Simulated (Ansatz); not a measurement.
**Thermal properties of Be2Co from its phonons**

The calculation used DFT PBE, scalar-relativistic, plane waves, PAW (Ansatz). Settings: 420 eV plane-wave cutoff, Γ-centred 18×18×20 mesh, Fermi-Dirac smearing of 0.15 eV. No spin polarisation. Phonons by linear response, acoustic sum rule imposed.

Equilibrium structure at this level:
```
Be Co
1.0
     3.51118    0.00000    0.00000
    -1.75559    3.04077    0.00000
     0.00000    0.00000    2.38329
Be Co
2 1
Direct
  0.33333 0.66667 0.50000
  0.66667 0.33333 0.50000
  0.00000 0.00000 0.00000
```

The structure comes from a generated guess, relaxed at this level; another structure or a mixture of phases may lie lower. In a metal, frequencies and elastic constants depend on the k mesh and the smearing, soft modes and shear constants most. Some empty bands missed the eigensolver's threshold. The q mesh is coarse, so values between its points are rough.

Force constants from linear response on a 2×2×4 q mesh, interpolated to a fine mesh.

Phonon density of states, in bins of 20 cm⁻¹:
(bin centre (cm⁻¹), share of modes (%)): (10, 0.0), (30, 0.0), (50, 0.1), (70, 0.2), (90, 0.3), (110, 0.6), (130, 1.3), (150, 5.2), (170, 8.4), (190, 8.1), (210, 3.2), (230, 1.7), (250, 1.5), (270, 1.7), (290, 2.5), (310, 3.8), (330, 9.1), (350, 6.8), (370, 5.5), (390, 3.9), (410, 3.6), (430, 1.7), (450, 1.3), (470, 1.2), (490, 1.4), (510, 2.2), (530, 1.3), (550, 0.8), (570, 0.4), (590, 0.1), (610, 0.3), (630, 0.8), (650, 1.6), (670, 2.7), (690, 2.0), (710, 1.8), (730, 1.7), (750, 5.4), (770, 6.1)

Problem. Give the zero-point energy per atom.

Solution. 73.2 meV.

Problem. How large are the vibrational entropy and heat capacity at 300 K?

Solution. S = 1.98 k_B and C_V = 2.21 k_B per atom, 74 % of the Dulong–Petit value.

Problem. Tabulate them against temperature.

Solution.
```tsv
T (K)	F_vib (meV/atom)	S (k_B/atom)	C_V (k_B/atom)
100	72.4	0.34	0.76
200	65.9	1.19	1.70
300	52.2	1.98	2.21
400	32.1	2.66	2.49
500	6.7	3.23	2.65
600	-23.4	3.72	2.75
700	-57.3	4.15	2.81
800	-94.8	4.53	2.85
900	-135.3	4.87	2.88
1000	-178.6	5.17	2.90
```
